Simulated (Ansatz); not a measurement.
Ansatz input file:

```yaml
crystal:
  lattice:
    - [0.0, 3.3285633844, 3.3285633844]
    - [3.3285633844, 0.0, 3.3285633844]
    - [3.3285633844, 3.3285633844, 0.0]
  atoms:
    - { symbol: Ta, position: [0.25, 0.25, 0.25] }
    - { symbol: Ta, position: [0.75, 0.75, 0.75] }
    - { symbol: Ta, position: [0.5, 0.5, 0.5] }
    - { symbol: W, position: [0.0, 0.0, 0.0] }
basis:
  ecutwfc: 420
kpoints:
  mp_grid: { grid: [12, 12, 12] }
hamiltonian:
  xc: pbesol
scf:
  occupations: { method: gaussian, width: 0.1 }
output:
  forces: true
  stress: true
  eigenvalues: true
```

It can be run as
```bash
ansatz run input.yaml --threads 1 --pin off --backend cpu --events-out ev --progress --plain --runs-dir out  # memory cap (--max-ram) not shown
```

Method: DFT PBEsol, scalar-relativistic, plane waves, PAW in Ansatz 0.2.0.

From the run's log, abridged:

```
Pseudopotentials: kind: paw
Pseudopotential: Ta, paw, valence charge 13, recommended cutoff 420 eV (normal)
Pseudopotential: W, paw, valence charge 14, recommended cutoff 420 eV (normal)
Functional definition: PBEsol
Crystal: 4 atoms, lattice volume = 73.757 Å³
Basis set: ecut = 420 eV, 1459 PW (Γ), exchange–correlation on 64×64×64 points (8 copies of the dense FFT grid, shifted against one another)
Bands: 32, of which v1, the nominal top of the filled ones, is band 27 counted from 1 (26 counted from 0)
Symmetry: 48 space group operations
Space group: Fm-3m (ITA 225), of the structure as read, at distance tolerance 4.2e-5 Å
k-points: 72 of 1728
Initial density: superposition of atomic densities (neutral atoms: chi_scale 0, normalization atom), corrected by the library's trained network
Initial wavefunctions: pseudopotential atomic-orbital guess
Functional: x = pbesol(κ = 0.804, μ = 0.12345679), c = pbesol(β = 0.046)
SCF iter   1: F=—  HF=-39675.963477 eV  |F-HF|=—  |Δ(HF+E_count)|=         —  Δρ=4.59e-3  dr2=3.02e-2  ethr=1.77e-3  ⟨swp⟩=4.3  Hψ=9111  notcnv=0
SCF iter   2: F=—  HF=-39675.959276 eV  |F-HF|=—  |Δ(HF+E_count)|=   4.20e-3  Δρ=2.14e-3  dr2=5.71e-3  ethr=5.70e-5  ⟨swp⟩=1.0  Hψ=2880  notcnv=0
SCF iter   3: F=—  HF=-39675.958405 eV  |F-HF|=—  |Δ(HF+E_count)|=   8.71e-4  Δρ=3.56e-4  dr2=6.42e-5  ethr=1.08e-5  ⟨swp⟩=2.0  Hψ=2851  notcnv=0
SCF iter   4: F=—  HF=-39675.958403 eV  |F-HF|=—  |Δ(HF+E_count)|=   2.11e-6  Δρ=5.08e-5  dr2=2.85e-6  ethr=1.21e-7  ⟨swp⟩=2.0  Hψ=3003  notcnv=0
SCF iter   5: F=-39675.958403 eV  HF=-39675.958403 eV  |F-HF|=2.87e-8  |Δ(HF+E_count)|=   4.81e-7  Δρ=6.70e-6  dr2=4.43e-8  ethr=5.37e-9  ⟨swp⟩=2.0  Hψ=2955  notcnv=0
SCF iter   6: F=-39675.958403 eV  HF=-39675.958403 eV  |F-HF|=1.21e-9  |Δ(HF+E_count)|=   7.25e-9  Δρ=1.41e-6  dr2=1.93e-9  ethr=8.36e-11  ⟨swp⟩=5.1  Hψ=8442  notcnv=0
SCF 1 converged in 6 iterations: F = -39675.958403 eV  dr2 = 1.93e-9
SCF converged after 6 iterations
Free energy (F): -39675.958403 eV
Harris-Foulkes:  -39675.958403 eV  (|F-HF|=1.21e-9)
Internal energy: -39675.938191 eV  (E = F + TS)
E sigma→0 (E₀):  -39675.948297 eV
Entropy (-TS):   -0.020212 eV (-5.053 meV/atom)
Fermi energy:    18.033236 eV
--- Per-component energies (eV) ---
  E_band       = -468.664640
  E_kinetic    = 1538.567010
  E_local      = -2402.521789  (includes V_loc(G=0)·N_el)
  E_nonlocal   = 54.400230
  E_hartree    = 828.706124
  E_xc         = -912.340830
  E_vxc        = -845.095846  (∫ρ·V_xc dr)
  E_paw        = -33252.639135  (= ΣΔE_a)
  E_vpaw       = -471.427404  (= ΣTr[D̂ρ^β])
  E_aug_tail   = 0.000342  (compensation charges beyond the density's cutoff)
  E_ewald      = -5530.972874
  E_core_change = 0.862732  (= ΣΔE_core)
  E_smearing   = -0.020212  (= −TS)
--- Forces (eV/Å), atoms counted from 1 ---
  atom   1  Ta     0.00000000     0.00000000     0.00000000
  atom   2  Ta     0.00000000     0.00000000     0.00000000
  atom   3  Ta     0.00000000     0.00000000     0.00000000
  atom   4  W      0.00000000     0.00000000     0.00000000
--- Stress (GPa, compression-positive) ---
      -15.778912       0.000000       0.000000
        0.000000     -15.778912       0.000000
        0.000000       0.000000     -15.778912
  P = ⅓ Tr σ = -15.7789 GPa (-157.789 kbar)
--- Band table (eV; the first three rows and the last of 72) ---
  k-point 0: bands = ["-55.2349", "-49.1369", "-49.0740", "-48.9977", "-19.4589", "-19.4589", "-19.4589", "-15.8154", "-15.8154", "-15.8154", "-15.6847", "-15.6847", "-15.6847", "-15.2643", "-15.2643", "-15.2643", "10.1294", "14.2476", "14.2476", "16.5231", "16.5231", "16.5231", "16.7121", "16.7121", "16.7121", "18.4930", "18.4930", "18.4930", "21.3301", "21.3301", "22.4690", "22.4690"]
  k-point 1: bands = ["-55.2349", "-49.1352", "-49.0744", "-48.9991", "-19.4593", "-19.4593", "-19.4589", "-15.8358", "-15.8265", "-15.8265", "-15.6733", "-15.6733", "-15.6506", "-15.2787", "-15.2640", "-15.2640", "10.2408", "14.3195", "14.3195", "16.2008", "16.4453", "16.4453", "16.7762", "16.7957", "16.7957", "18.4395", "18.4395", "18.6131", "21.2894", "21.2894", "22.4334", "22.4334"]
  k-point 2: bands = ["-55.2348", "-49.1303", "-49.0754", "-49.0032", "-19.4603", "-19.4603", "-19.4589", "-15.8598", "-15.8506", "-15.8506", "-15.6484", "-15.6484", "-15.5941", "-15.3131", "-15.2631", "-15.2631", "10.5657", "14.5297", "14.5297", "15.7748", "16.3545", "16.3545", "16.5206", "16.8985", "16.8985", "18.2720", "18.2720", "18.9745", "21.2048", "21.2048", "21.6738", "22.3376"]
  k-point 71: bands = ["-55.2346", "-49.0843", "-49.0843", "-49.0412", "-19.4712", "-19.4611", "-19.4611", "-16.0290", "-15.8466", "-15.8466", "-15.6761", "-15.5014", "-15.5009", "-15.3120", "-15.3120", "-15.2469", "13.9866", "14.1054", "14.1054", "14.1189", "16.9779", "17.1260", "17.1979", "17.1979", "17.4190", "17.4381", "17.5125", "17.5125", "20.2137", "20.4036", "20.4036", "20.5478"]
```

The calculation finished and met its thresholds.

Spin–orbit coupling is left out, which can shift energies with elements as heavy as these.